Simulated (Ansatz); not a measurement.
This run works on a proposed trial structure, not on a known crystal.

Input and command of a plane-wave DFT calculation in Ansatz:

```yaml
crystal:
  lattice:
    - [6.6946518653, -3.4457129074, 0.0]
    - [6.6946518653, 3.4457129074, 0.0]
    - [0.0, 0.0, 6.3058596679]
  atoms:
    - { symbol: Mg, position: [0.457143331, 0.8080932981, 0.75] }
    - { symbol: Mg, position: [0.1919067019, 0.542856669, 0.75] }
    - { symbol: Mg, position: [0.0, 0.0, 0.5] }
    - { symbol: Mg, position: [0.8080932981, 0.457143331, 0.25] }
    - { symbol: Mg, position: [0.542856669, 0.1919067019, 0.25] }
    - { symbol: Mg, position: [0.0, 0.0, 0.0] }
    - { symbol: Te, position: [0.1057228286, 0.5900575414, 0.25] }
    - { symbol: Te, position: [0.8942771714, 0.4099424586, 0.75] }
    - { symbol: Te, position: [0.4099424586, 0.8942771714, 0.25] }
    - { symbol: Te, position: [0.5900575414, 0.1057228286, 0.75] }
    - { symbol: O, position: [0.1862861374, 0.8137138626, 0.75] }
    - { symbol: O, position: [0.8137138626, 0.1862861374, 0.25] }
basis:
  ecutwfc: 420
kpoints:
  mp_grid: { grid: [6, 6, 6] }
hamiltonian:
  xc: pbe
scf:
  occupations: { method: gaussian, width: 0.02 }
output:
  forces: true
  stress: true
  eigenvalues: true
relax:
  adjacent_minimum: "off"
  f_tol: 0.01
  max_steps: 30
  cell: { stress_tol: 0.1, fix: [volume] }
```

```bash
ansatz run input.yaml --threads 1 --pin off --max-ram 2560MiB --backend cpu --events-out ev --progress --plain --runs-dir out
```

Processor: Arm Neoverse V1, 1 thread, on a host shared with other jobs.

Estimate time, memory and problem size.

About 6.8 min, peak memory 1.1 GiB. It solves 82 bands at 52 k points (after reduction by symmetry) with about 5737 plane waves, in 27 SCF iterations over 5 ionic steps.
